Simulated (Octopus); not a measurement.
**MgO (Fm-3m, No. 225): conduction levels under hydrostatic strain**

MgO (Fm-3m, No. 225), cubic lattice constant 4.194 Å. The cell is a database entry, not relaxed again.

Computed with Octopus (real-space grid): LDA, grid spacing about 0.16 Å, Γ-centred 8×8×8 k-mesh, Fermi-Dirac smearing of 0.01 eV, no spin polarisation, PseudoDojo 0.4 LDA potentials. The cell is scaled uniformly. Energies of the lowest empty band count from each cell's highest valence level among the special points, at Γ; they are Kohn-Sham values at fixed points of the zone.

```tsv
a (Å)	ln(V/V₀)	Γ (eV)	X (eV)	L (eV)
4.005	-0.1381	6.338	9.148	8.763
4.047	-0.1069	5.976	9.128	8.549
4.089	-0.0760	5.632	9.104	8.342
4.131	-0.0453	5.304	9.077	8.141
4.173	-0.0150	4.991	9.047	7.945
4.194	0.0000	?	?	?
4.236	0.0299	4.549	8.996	7.660
```

V₀ is the volume of the database cell.

Fit each column by a quadratic in ln V through the rows shown. Give the volume deformation potentials dE/d ln V at the withheld row, and predict that row.

Fits: Γ: 4.840 −9.93 x +6.6 x²; X: 9.031 −1.11 x −1.9 x²; L: 7.849 −6.35 x +1.9 x², with x = ln(V/V₀). At x = 0.0000 the slopes are −9.9 eV (Γ), −1.1 eV (X), −6.4 eV (L). Predicted against computed: 4.840 against 4.840 eV, 9.031 against 9.031 eV, 7.849 against 7.849 eV.

The lowest of these levels is that at Γ in all rows.
